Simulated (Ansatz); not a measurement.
Cell and atoms are relaxed with the symmetry kept. Start:

Space group Amm2 (No. 38). a = 5.009 Å, b = 3.149 Å, c = 16.347 Å, α = 90.00°, β = 90.00°, γ = 90.00°
```
atom site symmetry x y z
  Li    2b mm2  0.5000  0.0000  0.1108
  Li    2b mm2  0.5000  0.5000  0.2776
  Mg    2a mm2  0.0000  0.0000  0.0020
  Mg    2a mm2  0.0000  0.0000  0.3314
  Mg    2a mm2  0.0000  0.5000  0.1673
  Mg    2b mm2  0.5000  0.0000  0.4443
```

The calculation used DFT r2SCAN, scalar-relativistic, plane waves, PAW in Ansatz 0.2.0.

Settings: cutoff 500 eV, Γ-centred mesh 8×12×12 on the computed 6-atom cell, Gaussian smearing of 0.10 eV; no spin polarisation.

**Question.** What does it relax to?

**Answer.** The volume goes up by 0.15 Å³/atom to 21.64 Å³/atom, and the energy falls by 0.8 meV/atom. Final structure:
```xyz
6
Lattice="5.0639 0.0000 0.0000 0.0000 1.5626 8.2024 0.0000 -1.5626 8.2024" Properties=species:S:1:pos:R:3 pbc="T T T"
Li    2.5320    0.0000   14.5927
Li    2.5320    0.0000    3.6615
Mg    0.0000    0.0000   16.3599
Mg    0.0000    0.0000   10.9615
Mg    0.0000    0.0000    5.4514
Mg    2.5320    0.0000    9.1237
```